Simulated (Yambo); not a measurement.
CaSe (rock salt, space group Fm-3m, No. 225); a = 4.149 Å, b = 4.149 Å, c = 4.149 Å, α = 60.00°, β = 60.00°, γ = 60.00°. With the G0W0 scissor the direct gap on the mesh is 5.00 eV.

### Question
Does this run resolve the lowest exciton, and if so, what are its energy and binding? (Yambo, PBEsol bands; 6×6×6 mesh, 6 valence and 8 conduction bands, static screening with 64 bands and a 4 Ry block, scissor 2.27 eV, Tamm-Dancoff.)

### Answer
No. The lowest state covers only about 4 of the 216 k points, so the mesh doesn't resolve it: its energy and its distance from the direct gap are mesh artefacts. An extended exciton needs a far denser mesh. The scissor comes from a G0W0 run whose convergence isn't established. 

The standard potential for Se keeps a d shell in the valence without the s and p states of that shell. In tests on such compounds this moved G0W0 gaps by up to about 0.9 eV, so absolute quasiparticle energies here are unreliable; differences between settings are what counts.

Spin-orbit coupling is included.

Geometry relaxed with PBEsol.
